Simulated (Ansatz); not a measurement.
## Bi₂BrClO₂: input, output and frames of a trajectory

All numbers below come from DFT PBEsol, scalar-relativistic, plane waves, PAW (Ansatz). Settings: plane waves to 420 eV, k-mesh 2×2×2 (shifted by 0.5, 0.5, 0.5 steps), Fermi–Dirac smearing 0.02 eV. The mesh is coarse. Spin–orbit coupling is left out, which can shift energies with elements as heavy as these. No spin polarisation.

18 atoms, starting at 1.00 times the perfect crystal's volume (space group P4mm, the cell as given, not relaxed at this level); Langevin thermostat at 200 K (friction 0.005 fs⁻¹), fixed cell; 34 steps of 2 fs. The run is short and not equilibrated.

Self-consistency was reached.

It took 78 s on 4 threads of Intel(R) Xeon(R) Platinum 8488C (Sapphire Rapids), with other jobs on the host, peak memory 1.1 GiB.

Command:
```bash
ansatz run input.yaml --threads 4 --pin off --max-ram 5120MiB --backend cpu --events-out ev --progress --plain --runs-dir out
```

Input:
```yaml
crystal:
  lattice:
    - [-3.947433, 3.947433, 0.0]
    - [0.0, 0.0, -7.848782]
    - [-3.947433, -7.894866, 0.0]
  atoms:
    - { symbol: Bi, position: [0.1666666667, 0.157487, 0.3333333333] }
    - { symbol: Bi, position: [0.5, 0.157487, 0.0] }
    - { symbol: Bi, position: [0.8333333333, 0.157487, 0.6666666667] }
    - { symbol: Bi, position: [0.3333333333, 0.833012, 0.6666666667] }
    - { symbol: Bi, position: [0.6666666667, 0.833012, 0.3333333333] }
    - { symbol: Bi, position: [0.0, 0.833012, 0.0] }
    - { symbol: Br, position: [0.3333333333, 0.35781, 0.6666666667] }
    - { symbol: Br, position: [0.6666666667, 0.35781, 0.3333333333] }
    - { symbol: Br, position: [0.0, 0.35781, 0.0] }
    - { symbol: Cl, position: [0.1666666667, 0.660357, 0.3333333333] }
    - { symbol: Cl, position: [0.5, 0.660357, 0.0] }
    - { symbol: Cl, position: [0.8333333333, 0.660357, 0.6666666667] }
    - { symbol: O, position: [0.5, 0.995667, 0.5] }
    - { symbol: O, position: [0.8333333333, 0.995667, 0.1666666667] }
    - { symbol: O, position: [0.1666666667, 0.995667, 0.8333333333] }
    - { symbol: O, position: [0.0, 0.995667, 0.5] }
    - { symbol: O, position: [0.3333333333, 0.995667, 0.1666666667] }
    - { symbol: O, position: [0.6666666667, 0.995667, 0.8333333333] }
basis:
  ecutwfc: 420
kpoints:
  mp_grid: { grid: [2, 2, 2], shift: [0.5, 0.5, 0.5] }
hamiltonian:
  xc: pbesol
scf:
  occupations: { method: fermi_dirac, width: 0.02 }
  lower_state_search: "off"
  convergence: { dr2_threshold: 1.0e-07 }
output:
  forces: true
  stress: true
md:
  timestep: 2.0
  n_steps: 34
  ensemble: nvt_langevin
  temperature: 200.0
  initial_velocities: maxwell_boltzmann
  seed: 65177
  friction: 0.005
```

Output (its end):
```
...
SCF converged after 7 iterations
Free energy (F): -88215.749488 eV
Harris-Foulkes:  -88215.749488 eV  (|F-HF|=9.31e-10)
Internal energy: -88215.749488 eV  (E = F + TS)
E sigma→0 (E₀):  -88215.749488 eV
Fermi energy:    8.602157 eV
--- Per-component energies (eV) ---
  E_band       = -741.874167
  E_kinetic    = 3729.586484
  E_local      = -15997.689114  (includes V_loc(G=0)·N_el)
  E_nonlocal   = 3985.670953
  E_hartree    = 5806.003014
  E_xc         = -2444.697737
  E_vxc        = -2104.802327  (∫ρ·V_xc dr)
  E_paw        = -72503.600585  (= ΣΔE_a)
  E_vpaw       = -1966.659882  (= ΣTr[D̂ρ^β])
  E_aug_tail   = 0.011820  (compensation charges beyond the density's cutoff)
  E_ewald      = -10792.296671
  E_core_change = 1.262348  (= ΣΔE_core)
  E_smearing   = -0.000000  (= −TS)
  E_closure    = -0.000000  (closes the sum)
  Σ components = -88215.749488   (vs F -88215.749488, Δ=0.00e0)
--- Forces (eV/Å), atoms counted from 1 ---
  atom   1  Bi    -0.17979072    -0.04298707     0.19336154
  atom   2  Bi     0.60521623     0.25697393    -0.26319139
  atom   3  Bi    -0.43888680     0.18244601     0.47730991
  atom   4  Bi     0.36861526    -0.05889393    -0.98203651
  atom   5  Bi    -0.48816898    -0.35896877     0.46293624
  atom   6  Bi    -0.52523588     0.26033687     0.36587594
  atom   7  Br    -0.04359641    -0.00642827    -0.01112227
  atom   8  Br    -0.03362846     0.03293751     0.15523830
  atom   9  Br     0.14061721    -0.13048278     0.16170971
  atom  10  Cl    -0.29672562     0.18646320     0.26701083
  atom  11  Cl     0.21857132     0.16847292    -0.14831371
  atom  12  Cl    -0.09989648    -0.32165402     0.12092684
  atom  13  O      0.17754520    -0.11087423    -0.01303693
  atom  14  O      0.38992367     0.22972399    -0.46606287
  atom  15  O     -0.10350280    -0.28827828     0.41021527
  atom  16  O      0.05884648    -0.16086393    -0.21112928
  atom  17  O     -0.06928382    -0.00654130    -0.03228080
  atom  18  O      0.31938537     0.16863193    -0.48741644
  max |Σ_I F_I| component: 1.38e-5 eV/Å
--- Stress (GPa, compression-positive) ---
       -2.406692       0.387504      -0.468994
        0.387504      -2.722271      -0.195689
       -0.468994      -0.195689      -1.029759
  P = ⅓ Tr σ = -2.0529 GPa (-20.529 kbar)
--- MD trajectory: 34 steps, t = 0.0 → 68.0 fs ---
  final state: T = 120.2 K   F+E_penalty+E_count = -88215.74948823 eV   E_kin = 0.279606 eV
```

Frames along the run (Å, eV/Å; dE is the potential energy from the first frame):

```xyz
18
Lattice="-3.947 3.947 0.000 0.000 0.000 -7.849 -3.947 -7.895 0.000" Properties=species:S:1:pos:R:3:forces:R:3 pbc="T T T" time_fs=0.00 dE_eV=0.0000 T_K=189
Bi   -1.974   -1.974   -1.236    0.000    0.000    0.360
Bi   -1.974    1.974   -1.236    0.000    0.000    0.360
Bi   -5.921   -1.974   -1.236    0.000    0.000    0.360
Bi   -3.947   -3.947   -6.538    0.000    0.000   -0.336
Bi   -3.947    0.000   -6.538    0.000    0.000   -0.336
Bi    0.000    0.000   -6.538    0.000    0.000   -0.336
Br   -3.947   -3.947   -2.808    0.000    0.000    0.276
Br   -3.947    0.000   -2.808    0.000    0.000    0.276
Br    0.000    0.000   -2.808    0.000    0.000    0.276
Cl   -1.974   -1.974   -5.183    0.000    0.000   -0.292
Cl   -1.974    1.974   -5.183    0.000    0.000   -0.292
Cl   -5.921   -1.974   -5.183    0.000    0.000   -0.292
O    -3.947   -1.974   -7.815    0.000    0.000   -0.005
O    -3.947    1.974   -7.815    0.000    0.000   -0.005
O    -3.947   -5.921   -7.815    0.000    0.000   -0.005
O    -1.974   -3.947   -7.815    0.000    0.000   -0.003
O    -1.974    0.000   -7.815    0.000    0.000   -0.003
O    -5.921   -3.947   -7.815    0.000    0.000   -0.003
18
Lattice="-3.947 3.947 0.000 0.000 0.000 -7.849 -3.947 -7.895 0.000" Properties=species:S:1:pos:R:3:forces:R:3 pbc="T T T" time_fs=6.00 dE_eV=0.0188 T_K=176
Bi   -1.975   -1.980   -1.233   -0.051    0.035    0.293
Bi   -1.981    1.974   -1.230    0.080   -0.013    0.256
Bi   -5.918   -1.976   -1.234   -0.012   -0.002    0.362
Bi   -3.949   -3.952   -6.525    0.006    0.034   -0.362
Bi   -3.941    0.004   -6.548   -0.013   -0.057   -0.261
Bi    0.008    0.002   -6.544   -0.043   -0.001   -0.266
Br   -3.951   -3.941   -2.803   -0.030    0.018    0.253
Br   -3.954    0.003   -2.816   -0.008   -0.036    0.321
Br   -0.010    0.005   -2.816    0.032    0.000    0.302
Cl   -1.968   -1.975   -5.190   -0.017    0.023   -0.296
Cl   -1.997    1.973   -5.177    0.034    0.000   -0.298
Cl   -5.917   -1.945   -5.183   -0.020   -0.045   -0.297
O    -3.963   -1.976   -7.811    0.053    0.073   -0.061
O    -3.930    1.991   -7.818   -0.087   -0.146   -0.020
O    -3.986   -5.922   -7.779    0.266   -0.017   -0.189
O    -1.990   -3.938   -7.820    0.064   -0.038    0.061
O    -1.970   -0.023   -7.822   -0.038    0.111    0.053
O    -5.898   -3.946   -7.834   -0.215    0.063    0.148
18
Lattice="-3.947 3.947 0.000 0.000 0.000 -7.849 -3.947 -7.895 0.000" Properties=species:S:1:pos:R:3:forces:R:3 pbc="T T T" time_fs=12.00 dE_eV=0.0613 T_K=148
Bi   -1.978   -1.986   -1.232   -0.102    0.071    0.222
Bi   -1.989    1.974   -1.224    0.159   -0.032    0.164
Bi   -5.915   -1.978   -1.233   -0.007    0.014    0.341
Bi   -3.951   -3.953   -6.512    0.019    0.062   -0.421
Bi   -3.935    0.009   -6.557   -0.029   -0.109   -0.214
Bi    0.016    0.005   -6.550   -0.101   -0.008   -0.206
Br   -3.953   -3.936   -2.796   -0.067    0.034    0.215
Br   -3.960    0.006   -2.820   -0.015   -0.060    0.341
Br   -0.023    0.008   -2.821    0.065   -0.003    0.312
Cl   -1.965   -1.977   -5.202   -0.043    0.042   -0.284
Cl   -2.015    1.970   -5.173    0.060    0.009   -0.294
Cl   -5.917   -1.917   -5.187   -0.037   -0.088   -0.286
O    -3.981   -1.972   -7.810    0.116    0.089   -0.079
O    -3.915    2.008   -7.825   -0.175   -0.281    0.001
O    -4.018   -5.924   -7.749    0.431   -0.006   -0.318
O    -2.006   -3.931   -7.828    0.105   -0.061    0.146
O    -1.974   -0.046   -7.826   -0.025    0.247    0.096
O    -5.883   -3.941   -7.849   -0.356    0.081    0.264
18
Lattice="-3.947 3.947 0.000 0.000 0.000 -7.849 -3.947 -7.895 0.000" Properties=species:S:1:pos:R:3:forces:R:3 pbc="T T T" time_fs=18.00 dE_eV=0.1065 T_K=125
Bi   -1.980   -1.992   -1.232   -0.164    0.090    0.154
Bi   -1.998    1.973   -1.218    0.248   -0.042    0.062
Bi   -5.913   -1.980   -1.232    0.001    0.049    0.307
Bi   -3.954   -3.954   -6.499    0.045    0.091   -0.511
Bi   -3.930    0.015   -6.565   -0.066   -0.171   -0.188
Bi    0.024    0.007   -6.556   -0.154   -0.014   -0.160
Br   -3.953   -3.933   -2.791   -0.103    0.046    0.179
Br   -3.962    0.004   -2.818   -0.018   -0.068    0.333
Br   -0.037    0.011   -2.823    0.098   -0.011    0.305
Cl   -1.962   -1.987   -5.216   -0.071    0.063   -0.261
Cl   -2.029    1.967   -5.175    0.077    0.020   -0.282
Cl   -5.916   -1.894   -5.198   -0.057   -0.128   -0.255
O    -3.998   -1.965   -7.811    0.174    0.072   -0.076
O    -3.907    2.019   -7.835   -0.235   -0.365    0.055
O    -4.043   -5.930   -7.730    0.515    0.052   -0.379
O    -2.021   -3.923   -7.837    0.124   -0.097    0.230
O    -1.980   -0.067   -7.830    0.013    0.383    0.134
O    -5.877   -3.933   -7.859   -0.426    0.031    0.354
18
Lattice="-3.947 3.947 0.000 0.000 0.000 -7.849 -3.947 -7.895 0.000" Properties=species:S:1:pos:R:3:forces:R:3 pbc="T T T" time_fs=24.00 dE_eV=0.1443 T_K=116
Bi   -1.982   -1.997   -1.234   -0.216    0.112    0.093
Bi   -2.006    1.972   -1.211    0.347   -0.044   -0.046
Bi   -5.911   -1.981   -1.231    0.000    0.082    0.286
Bi   -3.956   -3.954   -6.487    0.067    0.116   -0.614
Bi   -3.925    0.020   -6.572   -0.105   -0.217   -0.165
Bi    0.029    0.009   -6.561   -0.192   -0.032   -0.135
Br   -3.956   -3.934   -2.786   -0.128    0.066    0.148
Br   -3.965    0.003   -2.814   -0.019   -0.071    0.310
Br   -0.054    0.017   -2.825    0.131   -0.026    0.299
Cl   -1.958   -1.999   -5.231   -0.105    0.079   -0.229
Cl   -2.040    1.962   -5.176    0.094    0.039   -0.275
Cl   -5.918   -1.876   -5.207   -0.077   -0.163   -0.229
O    -4.009   -1.955   -7.815    0.194    0.006   -0.059
O    -3.896    2.019   -7.846   -0.349   -0.360    0.151
O    -4.060   -5.936   -7.720    0.544    0.133   -0.375
O    -2.033   -3.914   -7.846    0.122   -0.165    0.314
O    -1.989   -0.083   -7.833    0.104    0.483    0.157
O    -5.883   -3.922   -7.856   -0.413   -0.038    0.369
18
Lattice="-3.947 3.947 0.000 0.000 0.000 -7.849 -3.947 -7.895 0.000" Properties=species:S:1:pos:R:3:forces:R:3 pbc="T T T" time_fs=30.00 dE_eV=0.1652 T_K=128
Bi   -1.983   -2.002   -1.237   -0.268    0.131    0.036
Bi   -2.015    1.969   -1.203    0.450   -0.044   -0.151
Bi   -5.906   -1.981   -1.232   -0.031    0.104    0.282
Bi   -3.958   -3.955   -6.475    0.102    0.137   -0.724
Bi   -3.921    0.024   -6.579   -0.158   -0.260   -0.129
Bi    0.033    0.012   -6.567   -0.226   -0.046   -0.100
Br   -3.961   -3.934   -2.782   -0.139    0.076    0.120
Br   -3.969   -0.001   -2.811   -0.016   -0.067    0.281
Br   -0.069    0.026   -2.828    0.159   -0.042    0.302
Cl   -1.952   -2.012   -5.249   -0.146    0.089   -0.183
Cl   -2.054    1.957   -5.177    0.114    0.058   -0.274
Cl   -5.920   -1.863   -5.218   -0.100   -0.195   -0.201
O    -4.012   -1.953   -7.823    0.148   -0.026   -0.013
O    -3.891    2.008   -7.852   -0.456   -0.277    0.222
O    -4.063   -5.942   -7.724    0.492    0.213   -0.303
O    -2.048   -3.901   -7.855    0.157   -0.295    0.388
O    -2.005   -0.093   -7.836    0.248    0.545    0.144
O    -5.899   -3.914   -7.841   -0.330   -0.102    0.303
18
Lattice="-3.947 3.947 0.000 0.000 0.000 -7.849 -3.947 -7.895 0.000" Properties=species:S:1:pos:R:3:forces:R:3 pbc="T T T" time_fs=38.00 dE_eV=0.1705 T_K=124
Bi   -1.989   -2.008   -1.239   -0.321    0.121    0.006
Bi   -2.027    1.963   -1.195    0.536   -0.036   -0.176
Bi   -5.900   -1.980   -1.233   -0.103    0.143    0.314
Bi   -3.963   -3.955   -6.460    0.185    0.146   -0.872
Bi   -3.916    0.031   -6.585   -0.257   -0.340   -0.034
Bi    0.036    0.012   -6.576   -0.279    0.000   -0.055
Br   -3.967   -3.935   -2.777   -0.141    0.065    0.078
Br   -3.974   -0.005   -2.802   -0.002   -0.050    0.233
Br   -0.086    0.042   -2.828    0.186   -0.067    0.309
Cl   -1.940   -2.026   -5.279   -0.194    0.093   -0.081
Cl   -2.068    1.949   -5.182    0.136    0.091   -0.271
Cl   -5.920   -1.851   -5.234   -0.132   -0.233   -0.158
O    -4.004   -1.958   -7.836    0.022   -0.045    0.055
O    -3.901    1.981   -7.838   -0.410   -0.065    0.120
O    -4.043   -5.936   -7.749    0.297    0.170   -0.139
O    -2.064   -3.887   -7.862    0.228   -0.470    0.429
O    -2.022   -0.100   -7.837    0.441    0.636    0.087
O    -5.924   -3.910   -7.817   -0.192   -0.160    0.154
18
Lattice="-3.947 3.947 0.000 0.000 0.000 -7.849 -3.947 -7.895 0.000" Properties=species:S:1:pos:R:3:forces:R:3 pbc="T T T" time_fs=44.00 dE_eV=0.1729 T_K=141
Bi   -1.994   -2.011   -1.238   -0.343    0.085    0.034
Bi   -2.034    1.959   -1.191    0.570   -0.019   -0.147
Bi   -5.897   -1.978   -1.235   -0.163    0.180    0.350
Bi   -3.968   -3.954   -6.452    0.256    0.133   -0.957
Bi   -3.914    0.035   -6.590   -0.342   -0.418    0.087
Bi    0.037    0.011   -6.585   -0.316    0.060    0.009
Br   -3.971   -3.933   -2.776   -0.128    0.051    0.054
Br   -3.979   -0.008   -2.794    0.010   -0.029    0.200
Br   -0.095    0.055   -2.822    0.189   -0.085    0.301
Cl   -1.929   -2.037   -5.304   -0.225    0.102    0.007
Cl   -2.080    1.949   -5.187    0.160    0.109   -0.254
Cl   -5.921   -1.842   -5.249   -0.155   -0.259   -0.114
O    -3.997   -1.962   -7.845   -0.046   -0.046    0.088
O    -3.913    1.956   -7.815   -0.314    0.164   -0.089
O    -4.023   -5.923   -7.770    0.120    0.094   -0.027
O    -2.072   -3.882   -7.863    0.278   -0.537    0.402
O    -2.027   -0.090   -7.838    0.528    0.590    0.021
O    -5.942   -3.912   -7.802   -0.079   -0.174    0.033
18
Lattice="-3.947 3.947 0.000 0.000 0.000 -7.849 -3.947 -7.895 0.000" Properties=species:S:1:pos:R:3:forces:R:3 pbc="T T T" time_fs=50.00 dE_eV=0.1789 T_K=136
Bi   -2.000   -2.015   -1.236   -0.335    0.024    0.090
Bi   -2.040    1.954   -1.186    0.587    0.018   -0.127
Bi   -5.893   -1.977   -1.237   -0.234    0.202    0.394
Bi   -3.974   -3.954   -6.446    0.323    0.108   -1.000
Bi   -3.912    0.037   -6.596   -0.432   -0.491    0.253
Bi    0.036    0.011   -6.595   -0.357    0.114    0.096
Br   -3.974   -3.930   -2.773   -0.103    0.033    0.034
Br   -3.980   -0.011   -2.786    0.013   -0.008    0.172
Br   -0.102    0.069   -2.813    0.178   -0.106    0.285
Cl   -1.918   -2.049   -5.324   -0.253    0.119    0.084
Cl   -2.093    1.953   -5.195    0.186    0.129   -0.226
Cl   -5.927   -1.832   -5.269   -0.167   -0.294   -0.043
O    -3.991   -1.968   -7.847   -0.053   -0.075    0.081
O    -3.931    1.937   -7.794   -0.191    0.386   -0.312
O    -4.002   -5.904   -7.798   -0.055   -0.019    0.114
O    -2.068   -3.888   -7.855    0.283   -0.498    0.290
O    -2.029   -0.074   -7.842    0.568    0.505   -0.041
O    -5.958   -3.917   -7.781    0.042   -0.149   -0.144
18
Lattice="-3.947 3.947 0.000 0.000 0.000 -7.849 -3.947 -7.895 0.000" Properties=species:S:1:pos:R:3:forces:R:3 pbc="T T T" time_fs=56.00 dE_eV=0.1887 T_K=123
Bi   -2.005   -2.018   -1.232   -0.316   -0.054    0.169
Bi   -2.044    1.950   -1.182    0.598    0.067   -0.108
Bi   -5.889   -1.976   -1.238   -0.297    0.226    0.446
Bi   -3.977   -3.955   -6.442    0.380    0.079   -0.996
Bi   -3.911    0.038   -6.603   -0.508   -0.538    0.411
Bi    0.037    0.011   -6.603   -0.409    0.171    0.191
Br   -3.975   -3.926   -2.769   -0.084    0.011    0.018
Br   -3.984   -0.016   -2.780    0.018    0.017    0.163
Br   -0.108    0.081   -2.802    0.159   -0.122    0.262
Cl   -1.911   -2.062   -5.341   -0.272    0.145    0.163
Cl   -2.103    1.959   -5.202    0.201    0.144   -0.208
Cl   -5.933   -1.825   -5.286   -0.163   -0.321    0.030
O    -3.988   -1.977   -7.840   -0.010   -0.084    0.023
O    -3.962    1.931   -7.780    0.025    0.506   -0.493
O    -3.985   -5.882   -7.824   -0.203   -0.140    0.237
O    -2.057   -3.902   -7.837    0.268   -0.385    0.099
O    -2.020   -0.054   -7.845    0.483    0.418   -0.095
O    -5.970   -3.921   -7.763    0.129   -0.140   -0.312
18
Lattice="-3.947 3.947 0.000 0.000 0.000 -7.849 -3.947 -7.895 0.000" Properties=species:S:1:pos:R:3:forces:R:3 pbc="T T T" time_fs=62.00 dE_eV=0.1955 T_K=126
Bi   -2.010   -2.022   -1.227   -0.262   -0.082    0.208
Bi   -2.048    1.946   -1.177    0.616    0.153   -0.160
Bi   -5.887   -1.974   -1.239   -0.368    0.217    0.481
Bi   -3.981   -3.953   -6.438    0.395    0.016   -0.989
Bi   -3.911    0.038   -6.610   -0.525   -0.490    0.472
Bi    0.038    0.011   -6.610   -0.469    0.227    0.282
Br   -3.974   -3.924   -2.765   -0.059    0.000    0.006
Br   -3.986   -0.019   -2.775    0.004    0.033    0.161
Br   -0.113    0.092   -2.788    0.141   -0.131    0.215
Cl   -1.905   -2.073   -5.358   -0.283    0.169    0.231
Cl   -2.113    1.968   -5.208    0.206    0.152   -0.184
Cl   -5.941   -1.822   -5.298   -0.136   -0.325    0.082
O    -3.987   -1.985   -7.832    0.074   -0.088   -0.018
O    -3.996    1.940   -7.777    0.231    0.438   -0.521
O    -3.979   -5.858   -7.848   -0.221   -0.232    0.355
O    -2.037   -3.919   -7.818    0.200   -0.259   -0.086
O    -1.998   -0.024   -7.850    0.225    0.234   -0.089
O    -5.980   -3.933   -7.748    0.230   -0.034   -0.448
18
Lattice="-3.947 3.947 0.000 0.000 0.000 -7.849 -3.947 -7.895 0.000" Properties=species:S:1:pos:R:3:forces:R:3 pbc="T T T" time_fs=68.00 dE_eV=0.2135 T_K=120
Bi   -2.015   -2.028   -1.221   -0.180   -0.043    0.193
Bi   -2.050    1.944   -1.173    0.605    0.257   -0.263
Bi   -5.886   -1.971   -1.238   -0.439    0.182    0.477
Bi   -3.985   -3.952   -6.436    0.369   -0.059   -0.982
Bi   -3.912    0.037   -6.615   -0.488   -0.359    0.463
Bi    0.040    0.011   -6.616   -0.525    0.260    0.366
Br   -3.969   -3.920   -2.761   -0.044   -0.006   -0.011
Br   -3.984   -0.021   -2.768   -0.034    0.033    0.155
Br   -0.121    0.100   -2.775    0.141   -0.130    0.162
Cl   -1.898   -2.081   -5.369   -0.297    0.186    0.267
Cl   -2.125    1.975   -5.215    0.219    0.168   -0.148
Cl   -5.947   -1.820   -5.309   -0.100   -0.322    0.121
O    -3.988   -1.992   -7.827    0.178   -0.111   -0.013
O    -4.025    1.962   -7.780    0.390    0.230   -0.466
O    -3.985   -5.833   -7.860   -0.104   -0.288    0.410
O    -2.007   -3.934   -7.804    0.059   -0.161   -0.211
O    -1.974    0.012   -7.855   -0.069   -0.007   -0.032
O    -5.989   -3.953   -7.744    0.319    0.169   -0.487
```